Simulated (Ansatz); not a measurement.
Relaxed-ion elastic tensor of Au (fcc (Cu type), Fm-3m) in GPa (Voigt order), DFT-r²SCAN+D4 in the program Ansatz with PAW potentials; density 18.86 g/cm³, 17.34 Å³ per atom.

|  | 1 | 2 | 3 | 4 | 5 | 6 |
|---|---|---|---|---|---|---|
| 1 | 177 | 154 | 154 | 0.0 | 0.0 | 0.0 |
| 2 | 154 | 177 | 154 | 0.0 | 0.0 | 0.0 |
| 3 | 154 | 154 | 177 | 0.0 | 0.0 | 0.0 |
| 4 | 0.0 | 0.0 | 0.0 | 28.6 | 0.0 | 0.0 |
| 5 | 0.0 | 0.0 | 0.0 | 0.0 | 28.6 | 0.0 |
| 6 | 0.0 | 0.0 | 0.0 | 0.0 | 0.0 | 28.6 |

Q: Is the crystal mechanically stable?

A: Yes: the smallest eigenvalue of C is 22.8 GPa.

Q: Work out the Voigt, Reuss and Hill averages.

A: K_V = 161, K_R = 161, K_H = 161; G_V = 21.7, G_R = 17.8, G_H = 19.8 GPa.

Q: Give Young's modulus, Poisson's ratio, Pugh's ratio and the universal anisotropy index.

A: E = 9KG/(3K + G) = 57.0 GPa; ν = 0.44; K/G = 8.17 (ductile by the Pugh limit of 1.75); A_U = 5G_V/G_R + K_V/K_R − 6 = 1.09.

Q: Estimate the sound speeds and the Debye temperature.

A: v_l = √((K + 4G/3)/ρ) = 3160 m/s, v_t = √(G/ρ) = 1020 m/s, mean 1170 m/s; Θ = (h/k)(3n/4πV)^(1/3) v_m = 134 K.

Q: Give the Zener ratio and Young's modulus along [100], [110] and [111].

A: A = 2C44/(C11 − C12) = 2.51; 1/E = S11 − 2(S11 − S12 − S44/2)Γ with Γ = 0, 1/4, 1/3 gives 33.4, 59.7, 80.9 GPa.

Symmetry was held in the r²SCAN+D4 relaxation. The pairwise dispersion correction was not fitted to metals. As this level gives no gap, shear constants depend on the k-mesh and smearing (Fermi–Dirac, 0.1 eV here). Scalar-relativistic: spin–orbit coupling is off unless named, which matters more the heavier the elements.

Potentials: the later of the program's two PAW sets.
